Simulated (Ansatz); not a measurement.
TlI in space group Cmcm (No. 63; Tl on 4c, I on 4c), plane-wave PAW r²SCAN+D4 (Ansatz code), all energies at zero smearing, with the estimated change up to a 700 eV cutoff added, with one set of potentials and settings (totals compare only within such a set). Cell of 4 atoms (2 Tl, 2 I): -37976.674 eV.

| element | reference phase | E (eV/atom) |
|---|---|---|
| Tl | P6_3/mmc, 2 atoms in the cell | -11458.6947 |
| I | Cmce, 4 atoms in the cell | -7528.1417 |

Formation energy per atom, worked out: (-37976.674 − 2×(-11458.6947) − 2×(-7528.1417))/4 = -0.750 eV/atom (-72 kJ per mol of atoms), at 0 K, without zero-point energy or fitted corrections.

The first step of the workflow began from a Materials Project structure, measured or hypothetical; the Crystallography Open Database files this formula in space group No. 63, but the cells were not matched. Its standing as an ambient phase is unchecked. The r²SCAN+D4 relaxation kept the symmetry of its start; its stability against distortions is not shown here. The references are the lowest solids computed at this level, not always the standard phases. Spin–orbit coupling is left out wherever it is not named.

Potentials: the later of the program's two PAW sets.
